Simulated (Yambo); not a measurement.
Excitons in LiNbO3

```
CELL_PARAMETERS angstrom
      2.64243     1.52560     4.84596
     -2.64243     1.52560     4.84596
      0.00000    -3.05121     4.84596
ATOMIC_POSITIONS crystal
  Li 0.36219 0.36219 0.36219
  Li 0.63781 0.63781 0.63781
  O  0.21609 0.56216 0.95416
  O  0.78391 0.43784 0.04584
  O  0.56216 0.95416 0.21609
  O  0.43784 0.04584 0.78391
  O  0.95416 0.21609 0.56216
  O  0.04584 0.78391 0.43784
  Nb 0.14440 0.14440 0.14440
  Nb 0.85560 0.85560 0.85560
```

The geometry is that of Materials Project entry mp-1078377, symmetrised and not relaxed again.

BSE in Yambo on norm-conserving PBEsol (Quantum ESPRESSO, 84 Ry, scalar-relativistic) bands: 6×6×6 mesh, 10 valence and 6 conduction bands, static screening with 76 bands and a 3 Ry block, scissor 1.82 eV, Tamm-Dancoff; field along x.

| state | energy (eV) | states within 2 meV | relative strength | class | main transitions |
|---|---|---|---|---|---|
| 1 | 4.63 | 1 | < 0.01 | dark | several band pairs |
| 2 | 4.66 | 2 | < 0.01 | dark | several band pairs |
| 3 | 4.73 | 1 | < 0.01 | dark | several band pairs |
| 4 | 4.77 | 2 | 0.11 | strong | several band pairs |
| 5 | 4.78 | 1 | < 0.01 | dark | several band pairs |
| 6 | 4.79 | 2 | < 0.01 | dark | several band pairs |
| 7 | 4.82 | 3 | 1.00 | strong | several band pairs |
| 8 | 4.92 | 1 | < 0.01 | dark | several band pairs |

These are vertical excitations (zero momentum). The direct quasiparticle gap on this mesh is 5.61 eV; counted from there, state 1 is bound by 0.98 eV. Convergence with the mesh was not shown.

Spin singlets only. Strengths are relative to the strongest of the lowest states of this run; strong means a line over 3 % of the spectrum's maximum, dark under 0.03 %. Absolute energies carry the error of the G0W0 scissor, whose convergence isn't established; the long-wavelength screening was taken along (1,1,1) although the crystal is anisotropic.

Spin-orbit splittings are left out.

This is not the ordinary phase of the substance.
